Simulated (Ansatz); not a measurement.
Hg4Pt in space group Im-3m (No. 229; Hg on 8c, Pt on 2a), plane-wave PAW PBE (Ansatz code), all energies at zero smearing, with the estimated change up to a 700 eV cutoff added, with one set of potentials and settings (totals compare only within such a set). Cell of 5 atoms (4 Hg, 1 Pt): -67777.422 eV.

```
element                reference phase  E (eV/atom)
-------  -----------------------------  -----------
Hg       P6_3/mmc, 2 atoms in the cell  -13813.4607
Pt          Fm-3m, 1 atoms in the cell  -12523.0127
```

Formation energy per atom, worked out: (-67777.422 − 4×(-13813.4607) − 1×(-12523.0127))/5 = -0.113 eV/atom (-11 kJ per mol of atoms), at 0 K, without zero-point energy or fitted corrections.

The workflow started from a Materials Project entry (that database holds measured and hypothetical structures alike); the Crystallography Open Database files this formula in space group No. 229, but the cells were not matched. Whether it is the stable phase at ambient conditions was not checked. Symmetry was held in the PBE relaxation; its stability against distortions is not shown here. The run is not spin-polarised. The references are the lowest solids computed at this level, not always the standard phases. Spin–orbit coupling is left out wherever it is not named.

Potentials: the later of the program's two PAW sets.
